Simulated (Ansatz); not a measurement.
The cell is a 14-atom cell of Ge₅CN₈ built on β-Si3N4 (relaxed group Pm); cell and atoms were relaxed with r2SCAN. Space group Pm (No. 6), monoclinic; conventional cell a = 7.652 Å, b = 3.023 Å, c = 7.771 Å, β = 118.7°, 11.27 Å³ an atom. Ge is surrounded by 4 N at 1.79–1.85 Å; Ge is surrounded by 4 N at 1.80–1.82 Å; Ge is surrounded by 4 N at 1.83–1.87 Å; C is surrounded by 4 N at 1.41–1.78 Å; Ge is surrounded by 4 N at 1.85–1.86 Å; N is surrounded by 1 C at 1.41 Å and 2 Ge at 1.85 Å; N is surrounded by 3 Ge at 1.80–1.86 Å (further sites aren't listed).

```yaml
crystal:
  lattice:
    - [7.86689, 0.00000, 0.06837]
    - [0.00000, 3.02271, 0.00000]
    - [-3.87459, 0.00000, 6.59877]
  atoms:
    - { symbol: Ge, position: [0.58389, 0.50000, 0.83321] }
    - { symbol: Ge, position: [0.82783, 0.00000, 0.24169] }
    - { symbol: Ge, position: [0.79506, 0.00000, 0.62037] }
    - { symbol: Ge, position: [0.22714, 0.50000, 0.40331] }
    - { symbol: C, position: [0.19885, 0.50000, 0.77048] }
    - { symbol: Ge, position: [0.39924, 0.00000, 0.15007] }
    - { symbol: N, position: [0.31394, 0.50000, 0.67688] }
    - { symbol: N, position: [0.66293, 0.00000, 0.34069] }
    - { symbol: N, position: [0.72038, 0.50000, 0.69914] }
    - { symbol: N, position: [0.63857, 0.00000, 0.97722] }
    - { symbol: N, position: [0.05997, 0.00000, 0.69117] }
    - { symbol: N, position: [0.96464, 0.50000, 0.27645] }
    - { symbol: N, position: [0.30699, 0.00000, 0.33197] }
    - { symbol: N, position: [0.30057, 0.50000, 0.98735] }
```

The questions ask for values computed with the PAW code Ansatz on this geometry. No magnetic order and no zero-point or thermal motion; the cell was built from a prototype and may be hypothetical.

Given (4×8×4 mesh): The PBE gap is indirect, 1.21 eV (Γ–Z (0.30 of the way from Γ) to Γ), below the direct gap of 1.38 eV at Γ.

(1) Estimate the gap with r2SCAN on 4×8×4.

(2) How does the gap change from PBE to HSE06 (2×6×2)?

(3) What does PBE0 give for the gap (2×6×2 mesh)?

(4) What are ε∞ and the Born charges with r2SCAN?

(5) What do these levels agree on?

## Answers

(1) The r2SCAN gap is indirect, 1.50 eV (Γ–Z (0.29 of the way from Γ) to Γ), below the direct gap of 1.65 eV at Γ. The gap differs by +0.29 eV from PBE's.

(2) HSE06 gives an indirect gap of 2.53 eV, from Γ–Z (0.29 of the way from Γ) to Γ; the least direct gap is 2.60 eV at Γ. The gap differs by +1.32 eV from PBE's.

(3) The PBE0 gap is indirect, 3.26 eV (Γ–Z (0.29 of the way from Γ) to Γ), below the direct gap of 3.34 eV at Γ. The gap differs by +2.05 eV from PBE's.

(4) The clamped-ion dielectric constant comes out as a tensor with principal values 5.02, 5.41, 5.89. Born charges, averaged over directions: Ge +3.34 to +3.69, C +3.15, N -2.62 to -2.51 e. The program notes that the ground state's band table doesn't vouch for all the bands that the response reads.

(5) r2SCAN covers 22 % of the step from PBE to HSE06. Among these functionals the gap stays indirect.

Where an edge lies off the special points, it is a point of the mesh or the k point where a search put PBE's edge or least direct gap, reused for the other functionals, whose own edges may lie a little apart; PBE's own value is read along its path and can be a few hundredths of an eV high.

The meshes of the hybrids are coarse, so their gaps aren't converged to the digits shown.
